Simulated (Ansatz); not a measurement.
Clean, relaxed (110) surface of Tl, space group Im-3m (No. 229) (top face towards +c; atoms held fixed, by place in the list: 1):

```xyz
3
Lattice="3.3348 0.0000 0.0000 -1.1116 3.1441 0.0000 0.0000 0.0000 22.4457" Properties=species:S:1:pos:R:3 pbc="T T T"
Tl    1.1116    1.5720    8.5000
Tl    0.0000    0.0000   11.2229
Tl    1.1116    1.5720   13.9457
```

Computed with DFT PBEsol, scalar-relativistic, plane waves, PAW (Ansatz). Plane waves to 420 eV, a k mesh through Γ of 9×9×1 on the computed 3-atom cell and Gaussian smearing (0.10 eV); no spin polarisation. The cell repeats along c with a dipole correction in the vacuum.

CO is adsorbed on the top face, one adsorbate per 10.5 Å², and relaxed from 3 starting sites (fractions of a and b). E_ads counts from the clean slab and the free adsorbate (spin-polarised where it has unpaired electrons); negative means bound. Heights count from the highest slab atom after relaxation. With the adsorbate the cell is lengthened along c to keep the vacuum.

```json
{"start": "top (Tl) at (0.50, 0.50)", "ends at": "not bound", "E_ads (eV)": "-0.01", "height (Å)": "3.13"}
{"start": "hollow (Tl-Tl-Tl) at (0.17, 0.83)", "ends at": "not bound", "E_ads (eV)": "-0.02", "height (Å)": "2.75"}
{"start": "bridge (Tl-Tl) at (0.50, 0.00)", "ends at": "not bound", "E_ads (eV)": "0.00", "height (Å)": "2.99"}
```

It doesn't bind at this level of theory (ends above -0.1 eV count as unbound; no dispersion correction).

Each end is the local minimum or symmetric point that its start leads to. This isn't the usual crystal structure of Tl. The slab is only 5.4 Å thick, so the energies aren't converged with thickness.